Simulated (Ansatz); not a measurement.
A relaxed cell of Ru (P6₃/mmc (No. 194)), relaxed on a k-mesh at least as fine as the one used below. Method: PBE (plane waves to 420 eV, PAW, scalar-relativistic; Ansatz, a quantum-chemistry and plane-wave program). Γ-centred k-mesh 14×14×8 on the run's cell (coarser than for final values), Fermi–Dirac smearing 0.05 eV.

```
CELL_PARAMETERS angstrom
      2.72216     0.00000     0.00000
     -1.36108     2.35746     0.00000
      0.00000     0.00000     4.29083
ATOMIC_POSITIONS crystal
  Ru 0.33333 0.66667 0.75000
  Ru 0.66667 0.33333 0.25000
```

The atoms are displaced by (Å):

```csv
atom,ux,uy,uz
Ru1,0.136,0.063,-0.076
Ru2,-0.133,-0.255,0.075
```

Q: What forces (eV/Å) and pressure result?

A: 
| atom | Fx | Fy | Fz |
|---|---|---|---|
| Ru1 | -1.76 | -1.84 | 2.07 |
| Ru2 | 1.76 | 1.84 | -2.07 |

Pressure +11.3 GPa.

Q: Estimate the energy cost of the displacement in the harmonic approximation and compare with the calculation.

A: For a harmonic well ΔE = −½ Σ F·u = 0.686 eV a cell, or 343 meV/atom. The calculated energy relative to the undisplaced cell is +0.36 eV/atom, so the harmonic estimate holds well.

No spin polarisation in the result.

The run that gave the undisplaced cell could not lose the symmetry of its start; a randomly shaken copy of 2 atoms returns to this structure.
